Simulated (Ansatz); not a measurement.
Sn (beta-Sn type, space group I4_1/amd)

```
Sn
1.0
   -2.97355     2.97355     1.60610
    2.97355    -2.97355     1.60610
    2.97355     2.97355    -1.60610
Sn
2
Direct
  0.75000   0.25000   0.50000
  0.00000   0.00000   0.00000
```

A phonon eigenvector at Γ is frozen into this cell: atom i moves by Q times the vector below, so Q is the largest atomic displacement, in Å. The cell is held.

| atom | x | y | z |
|---|---|---|---|
| Sn1 | 0.000 | 0.000 | 1.000 |
| Sn2 | 0.000 | 0.000 | -1.000 |

The numbers are results of PBE (plane waves to 420 eV, PAW, scalar-relativistic; Ansatz, a program for electronic structure), not measurements. k mesh 16×16×16 (Γ-centred), Fermi-Dirac smearing 0.05 eV. Energies are smeared free energies. With partly filled bands, energies and forces of such displacements shift with the k mesh and the smearing. Sn was relaxed with its symmetry unable to fall. The PAW data are Ansatz's earlier set. The zero of ΔE is the undisplaced structure.

```tsv
Q (Å)	ΔE (meV/cell)
-0.180	21.0
-0.150	15.5
-0.120	10.5
-0.090	…
-0.060	…
-0.030	0.7
0.000	0.0
0.030	0.7
0.060	…
0.090	…
0.120	10.5
0.150	15.5
0.180	21.0
```

What belongs in the gaps?


- -0.090, ΔE (meV/cell): 6.1
- -0.060, ΔE (meV/cell): 2.8
- 0.060, ΔE (meV/cell): 2.8
- 0.090, ΔE (meV/cell): 6.1

(A displaced cell: forces are minus the slopes of the energy, force constants its curvatures, and phonons follow from these.)
